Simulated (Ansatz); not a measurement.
ZnSe:
```
ZnSe
1.0
    3.73694     0.00000     0.00000
    0.00000     3.73694     0.00000
    0.00000     0.00000     6.78082
Zn Se
2 2
Direct
  0.00000   0.50000   0.00000
  0.50000   0.00000   0.50000
  0.00000   0.00000   0.25000
  0.00000   0.00000   0.75000
```

Relaxed with PBEsol. Special points in fractions of this cell's reciprocal vectors: Γ (0.000, 0.000, 0.000); X (0.000, 0.500, 0.000); M (0.500, 0.500, 0.000); Z (0.000, 0.000, 0.500); R (0.000, 0.500, 0.500); A (0.500, 0.500, 0.500).

Task: List the band energies nearest the Fermi level at these points for PBEsol (plane waves, PAW; program Ansatz).

Result: In eV from the Fermi level; about four levels below and three above (degenerate sets whole), none deeper than 8.9 eV; points with the same levels are listed once.

```csv
k,below,above
Γ,-1.26 -0.53 -0.25 -0.25,3.18 3.96 5.02 5.02
X,-1.51 -0.60 -0.26 0.00,2.08 4.56 5.89 5.90
M,-4.89 -4.89 -4.79 -3.39 -3.39,0.12 0.60 1.75 1.75
Z,-1.67 -1.67 -0.95 -0.95,1.71 1.71 4.62 4.62
R,-3.52 -3.32 -1.37 -0.27,1.81 2.00 3.44
A,-3.65 -3.65 -2.45 -2.45,0.97 0.97 3.06 3.06
```

Space group P4_2/mmc. A made-up cell: these elements were put on the sites of a structure type; neither database checked (COD, Materials Project) lists it. It is not the phase usual at ambient conditions (space group No. 216). Symmetry was held in the PBEsol relaxation. At this level the phase is dynamically unstable (imaginary phonons). Spin–orbit coupling is left out wherever it is not named.

Potentials: the later of the program's two PAW sets.
